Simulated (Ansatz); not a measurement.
Be, first-principles data

Be (bcc (W type), Im-3m), a = b = c = 2.4611 Å, α = β = γ = 90.00°; the cell used has 1 atom.

Space group Im-3m (No. 229), bcc (W type); conventional cell a = b = c = 2.4611 Å, α = β = γ = 90.00°.

Method: plane-wave PAW LDA (Ansatz code). Structure relaxed to zero pressure with the same functional. Other levels are named where they apply.

### Cell and energy

| Property | Result |
|---|---|
| Volume per atom | 7.45 Å³ |
| Density | 2.01 g/cm³ |

### Electronic structure

| Item | Result |
|---|---|
| Electronic character | metallic (no gap) |
| Density of states at the Fermi level | 0.11 states/eV per atom (mean over ±0.08 eV) |

### Mechanics

| Item | Result |
|---|---|
| Bulk modulus (Birch–Murnaghan fit) | 133 GPa |
| Pressure derivative B′ | 3.3 |
| Elastic constants (relaxed ions, GPa) | C11 = 187, C12 = 106, C44 = 227 |
| Mechanical stability | stable (all eigenvalues of C positive) |
| Hill bulk and shear moduli | 133 and 116 GPa |
| Young's modulus | 270 GPa |
| Poisson's ratio | 0.16 |
| Debye temperature from the elastic constants | 1280 K |

The first step of the workflow began from a Materials Project structure, measured or hypothetical; the Crystallography Open Database copy checked does not list it. It is not the phase usual at ambient conditions (space group No. 194). Symmetry was held in the LDA relaxation; its stability against distortions is not shown here. As this level gives no gap, shear constants depend on the k-mesh and smearing (Fermi–Dirac, 0.1 eV here).

Potentials: the earlier of the program's two PAW sets.
